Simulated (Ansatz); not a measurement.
Total density of states per atom from r²SCAN in the plane-wave PAW code Ansatz, in 0.25 eV bins, energy from the valence-band maximum:

```csv
E (eV),states/eV/atom
-7.25,0.00
-7.00,3.46
-6.75,1.34
-6.50,0.00
-6.25,0.00
-6.00,0.00
-5.75,0.00
-5.50,0.00
-5.25,0.00
-5.00,0.00
-4.75,0.00
-4.50,0.00
-4.25,0.00
-4.00,0.00
-3.75,0.00
-3.50,0.00
-3.25,0.00
-3.00,0.00
-2.75,0.00
-2.50,0.00
-2.25,0.00
-2.00,0.03
-1.75,0.66
-1.50,1.70
-1.25,1.09
-1.00,1.50
-0.75,2.19
-0.50,3.04
-0.25,3.29
0.00,0.90
0.25,0.00
0.50,0.00
0.75,0.00
1.00,0.00
1.25,0.00
1.50,0.00
1.75,0.00
2.00,0.00
2.25,0.00
2.50,0.00
2.75,0.00
3.00,0.00
3.25,0.00
3.50,0.00
3.75,0.00
4.00,0.00
4.25,0.00
4.50,0.00
4.75,0.00
5.00,0.00
5.25,0.00
5.50,0.00
5.75,0.00
6.00,0.00
6.25,0.00
6.50,0.00
6.75,0.00
7.00,0.00
7.25,0.00
7.50,0.00
7.75,0.01
8.00,0.03
8.25,0.04
8.50,0.05
8.75,0.07
9.00,0.11
9.25,2.12
9.50,0.46
9.75,0.17
10.00,0.18
10.25,0.27
10.50,0.67
10.75,0.88
11.00,0.71
11.25,0.76
11.50,0.33
11.75,0.19
```

Question: Which compound is it?
A. Rb2NaYF6, Fm-3m (Rb on 8c, Na on 4b, Y on 4a, F on 24e)
B. YN, rock salt
C. LiZn3, Fm-3m (Li on 4a, Zn on 8c, Zn on 4b)
D. YMg3, Fm-3m (Y on 4a, Mg on 8c, Mg on 4b)

Answer: A, Rb2NaYF6, Fm-3m (Rb on 8c, Na on 4b, Y on 4a, F on 24e). Top 1 eV of the valence band: F 2p 97 %. Bottom 1 eV of the conduction band: Rb 5s 60 %, F 2s 13 %, Y 5s 11 %, Na 3s 7 %. Projections are on Löwdin-orthogonalised atomic valence shells; empty p or d shells of many metals are not among them.

The workflow started from a Materials Project entry (that database holds measured and hypothetical structures alike); the Crystallography Open Database files this formula in space group No. 225, but the cells were not matched. Its standing as an ambient phase is unchecked. Symmetry was held in the r²SCAN relaxation; whether a distortion lowers the energy is not shown. No spin polarisation was allowed. Spin–orbit coupling is left out wherever it is not named.

Potentials: the later of the program's two PAW sets.
